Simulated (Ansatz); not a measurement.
Geometry optimisation in Ansatz: input, command and trajectory.

```yaml
crystal:
  lattice:
    - [-2.0366277325, 2.0366277325, 5.4956000884]
    - [2.0366277325, -2.0366277325, 5.4956000884]
    - [2.0366277325, 2.0366277325, -5.4956000884]
  atoms:
    - { symbol: Sr, position: [0.0, 0.0, 0.0] }
    - { symbol: Ni, position: [0.75, 0.25, 0.5] }
    - { symbol: Ni, position: [0.25, 0.75, 0.5] }
    - { symbol: As, position: [0.64527323, 0.64527323, 0.0] }
    - { symbol: As, position: [0.35472677, 0.35472677, 0.0] }
basis:
  ecutwfc: 500
kpoints:
  mp_grid: { grid: [12, 12, 12] }
hamiltonian:
  xc: r2scan
scf:
  occupations: { method: gaussian, width: 0.1 }
output:
  forces: true
  stress: true
  eigenvalues: true
relax:
  adjacent_minimum: "off"
  f_tol: 0.005
  max_steps: 80
  cell: { stress_tol: 0.05 }
```

```bash
ansatz run input.yaml --threads 2 --pin off --max-ram 5120MiB --backend cpu --events-out ev --progress --plain --runs-dir out
```

The calculation used DFT r2SCAN, scalar-relativistic, plane waves, PAW in Ansatz.

Of 7 frames 6 are shown, positions in Å and forces in eV/Å; the SCF threshold varies from step to step. Steps run on the plane waves of an earlier cell, with a Pulay correction in the pressure. The basis is chosen afresh for the last frame, the zero of the energies, and at times for earlier ones too; energy and pressure can step there, also at an unchanged geometry. Where two frames share a geometry here, they differ by under 2 meV/atom and 0.3 GPa. The mark taken_back stands on steps that the optimiser undid.

```xyz
5
Lattice="-2.0366 2.0366 5.4956 2.0366 -2.0366 5.4956 2.0366 2.0366 -5.4956" Properties=species:S:1:pos:R:3:forces:R:3 pbc="T T T" step=1 free_energy_over_end_meV_per_atom=0.04 pressure_GPa=0.03
Sr    0.0000    0.0000    0.0000    0.0000    0.0000    0.0000
Ni    0.0000    2.0366    2.7478    0.0000    0.0000    0.0000
Ni    2.0366    0.0000    2.7478    0.0000    0.0000    0.0000
As    0.0000    0.0000    7.0923    0.0000    0.0000    0.0143
As    0.0000    0.0000    3.8989    0.0000    0.0000   -0.0143
5
Lattice="-2.0381 2.0381 5.4920 2.0381 -2.0381 5.4920 2.0381 2.0381 -5.4920" Properties=species:S:1:pos:R:3:forces:R:3 pbc="T T T" step=2 free_energy_over_end_meV_per_atom=0.03 pressure_GPa=-0.02
Sr    0.0000    0.0000    0.0000    0.0000    0.0000    0.0000
Ni    0.0000    2.0381    2.7460    0.0000    0.0000    0.0000
Ni    2.0381    0.0000    2.7460    0.0000    0.0000    0.0000
As    0.0000    0.0000    7.0895    0.0000    0.0000    0.0033
As    0.0000    0.0000    3.8945    0.0000    0.0000   -0.0033
5
Lattice="-2.0394 2.0394 5.4826 2.0394 -2.0394 5.4826 2.0394 2.0394 -5.4826" Properties=species:S:1:pos:R:3:forces:R:3 pbc="T T T" step=3 free_energy_over_end_meV_per_atom=0.01 pressure_GPa=-0.01
Sr    0.0000    0.0000    0.0000    0.0000    0.0000    0.0000
Ni    0.0000    2.0394    2.7413    0.0000    0.0000    0.0000
Ni    2.0394    0.0000    2.7413    0.0000    0.0000    0.0000
As    0.0000    0.0000    7.0779    0.0000    0.0000   -0.0049
As    0.0000    0.0000    3.8874    0.0000    0.0000    0.0049
5
Lattice="-2.0403 2.0403 5.4734 2.0403 -2.0403 5.4734 2.0403 2.0403 -5.4734" Properties=species:S:1:pos:R:3:forces:R:3 pbc="T T T" step=4 free_energy_over_end_meV_per_atom=0.00 pressure_GPa=0.01
Sr    0.0000    0.0000    0.0000    0.0000    0.0000    0.0000
Ni    0.0000    2.0403    2.7367    0.0000    0.0000    0.0000
Ni    2.0403    0.0000    2.7367    0.0000    0.0000    0.0000
As    0.0000    0.0000    7.0654    0.0000    0.0000   -0.0064
As    0.0000    0.0000    3.8815    0.0000    0.0000    0.0064
5
Lattice="-2.0410 2.0410 5.4695 2.0410 -2.0410 5.4695 2.0410 2.0410 -5.4695" Properties=species:S:1:pos:R:3:forces:R:3 pbc="T T T" step=5 free_energy_over_end_meV_per_atom=0.00 pressure_GPa=-0.05 taken_back
Sr    0.0000    0.0000    0.0000    0.0000    0.0000    0.0000
Ni    0.0000    2.0410    2.7348    0.0000    0.0000    0.0000
Ni    2.0410    0.0000    2.7348    0.0000    0.0000    0.0000
As    0.0000    0.0000    7.0586    0.0000    0.0000    0.0079
As    0.0000    0.0000    3.8804    0.0000    0.0000   -0.0079
5
Lattice="-2.0405 2.0405 5.4715 2.0405 -2.0405 5.4715 2.0405 2.0405 -5.4715" Properties=species:S:1:pos:R:3:forces:R:3 pbc="T T T" step=7 free_energy_over_end_meV_per_atom=0.00 pressure_GPa=0.00
Sr    0.0000    0.0000    0.0000    0.0000    0.0000    0.0000
Ni    0.0000    2.0405    2.7358    0.0000    0.0000    0.0000
Ni    2.0405    0.0000    2.7358    0.0000    0.0000    0.0000
As    0.0000    0.0000    7.0621    0.0000    0.0000   -0.0004
As    0.0000    0.0000    3.8810    0.0000    0.0000    0.0004
```

It took 12 min on 2 threads of AMD EPYC (Zen 3), on a shared host, peak memory 1 GiB.

Spin polarisation was left out, and a magnetic state may lie lower.